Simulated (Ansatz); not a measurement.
# SrTiO3: from a starting cell to a relaxed one

The start is a relaxed SrTiO3 cell, doubled along one cell vector, shaken by Gaussian noise of σ = 0.08 Å a coordinate. The structure is fully relaxed (lattice and positions, P = 0) with PBEsol (plane waves to 420 eV, PAW, scalar-relativistic; Ansatz, an electronic-structure program). First-step values are on the input's coarse k-mesh.

Ansatz input (later rounds restart from its end on a renewed k-mesh):
Ansatz 0.2 input:
```yaml
crystal:
  lattice:
    - [7.8476042152, 0, 0]
    - [0, 3.9238021076, 0]
    - [0, 0, 6.4720548209]
  atoms:
    - { symbol: O, position: [-0.0124003001, 0.4560480565, 0.5173533428] }
    - { symbol: O, position: [0.4939473893, 0.5321794909, 0.5070701979] }
    - { symbol: O, position: [0.2562886415, 0.0047009875, 0.5126819697] }
    - { symbol: O, position: [0.7431062047, -0.0245898823, 0.4734558185] }
    - { symbol: O, position: [-0.0035712654, -0.0030429098, 0.5017654739] }
    - { symbol: O, position: [0.4977253016, -0.0315604174, 0.4877439473] }
    - { symbol: Sr, position: [0.2518063143, 0.4888759133, 0.0126673717] }
    - { symbol: Sr, position: [0.7441973871, 0.48174199, 0.0039877559] }
    - { symbol: Ti, position: [0.2601513026, 0.5377780539, 0.5008664623] }
    - { symbol: Ti, position: [0.7474997735, 0.5205113104, 0.4935825233] }
basis: { ecutwfc: 420, ecutrho_ratio: 4, xc_grid: 2, fft_grid_basis: typed }
kpoints: { mp_grid: { grid: [3, 6, 4] } }
hamiltonian:
  xc: pbesol
  dispersion: none
  pseudopotentials: { kind: paw }
scf: { occupations: { method: fermi_dirac, width: 0.05 } }
relax: { f_tol: 0.01, max_steps: 100, cell: { stress_tol: 0.02 } }
output: { forces: true, stress: true }
```

Task: What pressure does the first self-consistent step give?

Result: +2.3 GPa (positive: the cell is compressed).

Task: How much energy is released per atom?

Result: 2.59 eV/atom.

Task: Is the parent structure recovered?

Result: It does not go back: it reaches P2₁ (No. 4), 2.54 eV/atom below the parent.

Task: How do the shortest distances between atoms change?

Result: The closest pairs of elements (up to four, under 3.6 Å), start → end: O–O 1.72 → 2.51 Å; O–Ti 1.79 → 1.75 Å; O–Sr 3.60 → 2.41 Å; Ti–Ti 3.83 → 2.93 Å.

Task: What band gap does the relaxed structure have at this level?

Result: 3.85 eV, direct within 0.03 eV (at A) (no spin-orbit coupling).

Task: Write out the relaxed structure.

Result: 
Space group P2₁ (No. 4); a = 5.4943 Å, b = 5.2793 Å, c = 6.2533 Å, α = 90.00°, β = 109.19°, γ = 90.00°

| atom | site | symmetry | x | y | z |
|---|---|---|---|---|---|
| O | 2a | 1 | 0.3184 | 0.0162 | 0.5831 |
| O | 2a | 1 | 0.7194 | 0.0211 | 0.4743 |
| O | 2a | 1 | 0.2008 | 0.1760 | 0.1335 |
| Sr | 2a | 1 | 0.0501 | 0.2977 | 0.7399 |
| Ti | 2a | 1 | 0.4234 | 0.2497 | 0.3988 |

Final values are on a 7×6×6 k-mesh of the relaxed cell. No spin polarisation in the result.

The relaxed structure here is a generated cell of SrTiO3: the first start was made by a random draw of sites in a space group, and the end was not matched to a known phase here, so it may be hypothetical. Known forms of SrTiO3 include space group No. 221.
